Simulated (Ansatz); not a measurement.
A relaxed structure of AlPd is spoiled in several ways and relaxed again each time (noise and exchanges are one random draw each; squeezed and stretched starts keep its symmetry, which their runs cannot lower; pressure is positive under compression). These are PBEsol (plane waves to 420 eV, PAW, scalar-relativistic; Ansatz, a program for electronic structure) values and carry that method's errors.

```cif
data_Al4Pd4
_chemical_formula_sum 'Al4 Pd4'
_space_group_name_H-M_alt 'P213'
_space_group_IT_number 198
_space_group_name_Hall 'P 2ac 2ab 3'
_cell_length_a 4.85020
_cell_length_b 4.85020
_cell_length_c 4.85020
_cell_angle_alpha 90.000
_cell_angle_beta 90.000
_cell_angle_gamma 90.000
loop_
_atom_site_label
_atom_site_type_symbol
_atom_site_symmetry_multiplicity
_atom_site_Wyckoff_symbol
_atom_site_fract_x
_atom_site_fract_y
_atom_site_fract_z
_atom_site_occupancy
Al1 Al 4 a 0.84439 0.84439 0.84439 1
Pd1 Pd 4 a 0.14773 0.14773 0.14773 1
```

Q: One start gave a first pressure of +62.8 GPa, a largest first force of 0.38 eV/Å and released 0.45 eV/atom. Which change was it?
(A) with every coordinate shifted by Gaussian noise of σ = 0.3 Å
(B) squeezed uniformly to 80 % of its volume
(C) with every coordinate shifted by Gaussian noise of σ = 0.45 Å

A: B, squeezed uniformly to 80 % of its volume. All starts:

| change | first pressure (GPa) | largest first force (eV/Å) | released (eV/atom) | moves | outcome | final group | E − E(parent) (eV/atom) |
|---|---|---|---|---|---|---|---|
| squeezed uniformly to 80 % of its volume | 62.8 | 0.38 | 0.45 | 6 | returns to the parent | P2₁3 | 0.00 |
| with every coordinate shifted by Gaussian noise of σ = 0.45 Å | – | – | 2.3 | 10 | returns to the parent | P2₁3 | 0.00 |
| with every coordinate shifted by Gaussian noise of σ = 0.3 Å | – | – | 2.3 | 7 | returns to the parent | P2₁3 | 0.00 |

First-step values come from each run's starting, coarser k-mesh (7×7×7). The runs use different k-meshes, so differences are rounded accordingly. No spin polarisation in the result.

The relaxation started from an entry of Materials Project.
